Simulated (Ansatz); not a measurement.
Here is an unrelaxed guess for Sr₄Er.

Space group Pm-3m (No. 221). a = 4.543 Å, b = 4.543 Å, c = 4.543 Å, α = 90.00°, β = 90.00°, γ = 90.00°
```csv
atom,site,symmetry,x,y,z
Sr,1b,m-3m,0.5000,0.5000,0.5000
Sr,3c,4/mm.m,0.0000,0.5000,0.5000
Er,1a,m-3m,0.0000,0.0000,0.0000
```

Method: Ansatz 0.2.0, DFT PBE, scalar-relativistic, plane waves, PAW, and for the lanthanide a 4f-in-core norm-conserving potential. Cutoff 770 eV; k points 4×4×4 on the computed 5-atom cell (Γ-centred); Gaussian smearing, width 0.10 eV; no spin polarisation.

Formation energies are uncorrected and refer to the elements' standard structures at the same level.

Question: Estimate its pressure, forces and energy as it stands.

Answer: The pressure is 77.7 GPa (it wants to expand), the largest force is 0.00 eV/Å (symmetry fixes the atoms), and the energy is +4.04 eV/atom against the elements. The shortest distance is 2.27 Å.

Question: Is it a good guess?

Answer: A poor one: relaxing gains about 3.1 eV/atom (the start's value is from the coarse mesh, so the gain is rough) in 14 ionic steps and ends at +0.96 eV/atom on the finer mesh. The symmetry stays Pm-3m (No. 221). The volume per atom grows by 179.5 %, from 18.7 to 52.4 Å³. The shortest distance goes from 2.27 Å (Sr–Sr) to 3.20 Å (Sr–Sr). Conventional cell: a = 6.399 Å. Sr on a site of symmetry m-3m has 6 Sr at 3.20 Å; around Sr on a site of symmetry 4/mmm lie 2 Sr at 3.20 Å, 4 Er at 4.52 Å and 8 Sr at 4.52 Å; Er is surrounded by 12 Sr at 4.52 Å.

The last run used a 6×6×6 mesh for its 5-atom cell and Gaussian smearing of 0.10 eV. The relaxation can't lower the symmetry of the start, and the grade says only how near the guess is to its own end. A structure relaxed within its symmetry needn't be a true minimum. Another cell of Sr4Er relaxed alike, in R-3m, lies 0.37 eV/atom lower, so this cell isn't the stable form at this level.

The lanthanide is trivalent by construction, without f bands, f moments or other valences. The reference runs of the other elements, and any phases without the lanthanide, used 420 eV, which shifts energies against them by under 10 meV/atom. The lanthanide's reference is the lowest of its hcp, dhcp and fcc cells.
